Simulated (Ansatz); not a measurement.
With r²SCAN in the plane-wave PAW code Ansatz, CaO in the zinc blende structure (F-43m) relaxes to a = 5.214 Å. Ca has 4 nearest neighbours from 2.26 Å (tetrahedral); O has 4 nearest neighbours from 2.26 Å (tetrahedral). Its formation energy from the elements is -2.95 eV/atom, with no fitted shifts.

The Kohn–Sham gap is 3.76 eV (indirect). The valence maximum lies at W and the conduction minimum at Γ. The screened hybrid HSE06 puts the gap at 4.73 eV. Electrons at the band edge weigh 0.43 mₑ (isotropic).

An equation-of-state fit gives a bulk modulus of 82.5 GPa. The relaxed-ion elastic constants in GPa are C11 = 92.6, C12 = 77.5, C44 = 38.0. The elastic constants imply a Debye temperature near 357 K. Bader charges are Ca +1.52, O -1.52 e.

The start of the workflow was typed in or built on a structure type; neither database checked (COD, Materials Project) lists it. It is not the phase usual at ambient conditions (space group No. 225). The r²SCAN relaxation kept the symmetry of its start; its stability against distortions is not shown here. The references are the lowest solids computed at this level, not always the standard phases (solids in place of the gases).

Potentials: the earlier of the program's two PAW sets.
